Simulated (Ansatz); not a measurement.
Au:
```
CELL_PARAMETERS angstrom
      2.90392     0.00000     0.00000
     -1.45196     2.51487     0.00000
      0.00000     0.00000     9.61562
ATOMIC_POSITIONS crystal
  Au 0.66667 0.33333 0.75000
  Au 0.00000 0.00000 0.00000
  Au 0.33333 0.66667 0.25000
  Au 0.00000 0.00000 0.50000
```

Relaxed with r²SCAN. Special points in fractions of this cell's reciprocal vectors: Γ (0.000, 0.000, 0.000); M (0.500, 0.000, 0.000); K (0.333, 0.333, 0.000); A (0.000, 0.000, 0.500); L (0.500, 0.000, 0.500); H (0.333, 0.333, 0.500).

Q: List the band energies nearest the Fermi level at these points for DFT-r²SCAN with spin–orbit coupling in the program Ansatz with PAW potentials.

A: In eV from the Fermi level; about four levels below and three above (degenerate sets whole), none deeper than 8.9 eV; points with the same levels are listed once.

| k | below | above |
|---|---|---|
| Γ | -1.78 -1.78 -0.84 -0.84 | 2.93 2.93 11.05 11.05 |
| M | -1.22 -1.22 -0.38 -0.38 | 0.38 0.38 1.19 1.19 |
| K | -2.23 -2.23 -2.18 -2.18 | 2.36 2.36 2.79 2.79 |
| A | -2.01 -2.01 -2.01 -2.01 | 6.14 6.14 6.14 6.14 |
| L | -1.66 -1.66 -1.66 -1.66 | 0.40 0.40 0.40 0.40 |
| H | -2.11 -2.11 -2.09 -2.09 | 2.86 2.86 2.90 2.90 |

Space group P6_3/mmc (dhcp (α-La type)). The start of the workflow was typed in or built on a structure type; the Crystallography Open Database files this formula in space group No. 194, but the cells were not matched. It is not the phase usual at ambient conditions (space group No. 225). Symmetry was held in the r²SCAN relaxation; whether a distortion lowers the energy is not shown.

Potentials: the earlier of the program's two PAW sets.
